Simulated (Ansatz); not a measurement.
TiO₂:
```yaml
crystal:
  lattice:
    - [5.55318, 0.00000, 0.00000]
    - [-2.77659, 4.80920, 0.00000]
    - [0.00000, 0.00000, 6.04977]
  atoms:
    - { symbol: Ti, position: [0.53485, 0.53485, 0.00000] }
    - { symbol: Ti, position: [0.46515, 0.00000, 0.33333] }
    - { symbol: Ti, position: [0.00000, 0.46515, 0.66667] }
    - { symbol: O, position: [0.41852, 0.27344, 0.21506] }
    - { symbol: O, position: [0.72656, 0.14508, 0.54840] }
    - { symbol: O, position: [0.85492, 0.58148, 0.88173] }
    - { symbol: O, position: [0.27344, 0.41852, 0.78494] }
    - { symbol: O, position: [0.14508, 0.72656, 0.45160] }
    - { symbol: O, position: [0.58148, 0.85492, 0.11827] }
```

Relaxed with r²SCAN. Independent-particle spectrum: no excitons, no local fields, no scissors shift; 0.1 eV broadening; ε₁ of the summed bands alone.

Tabulate the dielectric function from the program Ansatz at the r²SCAN level (PAW).



```
E (eV)  ε₁ xx  ε₂ xx  ε₁ zz  ε₂ zz
------  -----  -----  -----  -----
0.0      3.49   0.00   3.57   0.00
0.5      3.51   0.00   3.59   0.00
1.0      3.55   0.00   3.64   0.00
1.5      3.64   0.00   3.73   0.00
2.0      3.77   0.00   3.87   0.00
2.5      3.96   0.00   4.09   0.00
3.0      4.27   0.00   4.44   0.00
3.5      4.80   0.00   5.08   0.00
4.0      6.04   0.01   7.02   0.12
4.5      7.91   5.01   5.32   7.16
5.0      3.78   5.41   3.74   4.16
5.5      1.67   3.90   2.27   5.16
6.0      2.20   3.11   1.78   3.14
6.5      2.34   2.72   2.44   2.12
7.0      3.29   3.21   3.83   2.94
7.5      2.44   4.53   2.09   5.44
8.0      0.72   4.24   0.89   4.51
8.5      0.04   3.89  -0.09   4.13
9.0     -0.54   3.32  -0.48   3.22
9.5     -0.47   2.25  -0.37   2.34
10.0    -0.51   2.02  -0.49   2.55
10.5    -0.59   1.28  -0.79   1.25
11.0    -0.54   1.02  -0.48   0.82
11.5    -0.09   0.74  -0.07   0.67
12.0     0.19   0.66   0.26   0.65
```

From ε at 6.0 eV (xx: 2.20 + 3.11i), find n, k, the normal reflectivity and the absorption coefficient.

n = 1.73, k = 0.897, R = 16 %, α = 2kE/ħc = 550000 cm⁻¹.

With all bands, ε∞ without local fields is 3.69 (xx = yy), 3.76 (zz). DFPT, with local fields, gives 3.49 (xx = yy), 3.61 (zz).

Space group P3_121. The first step of the workflow began from a Materials Project structure, measured or hypothetical; the Crystallography Open Database files this formula in space group No. 152, but the cells were not matched. It is not the phase usual at ambient conditions (space group No. 61, 136, 141). Symmetry was held in the r²SCAN relaxation. At this level the phase is dynamically unstable (imaginary phonons). No spin polarisation was allowed.

Potentials: the earlier of the program's two PAW sets.
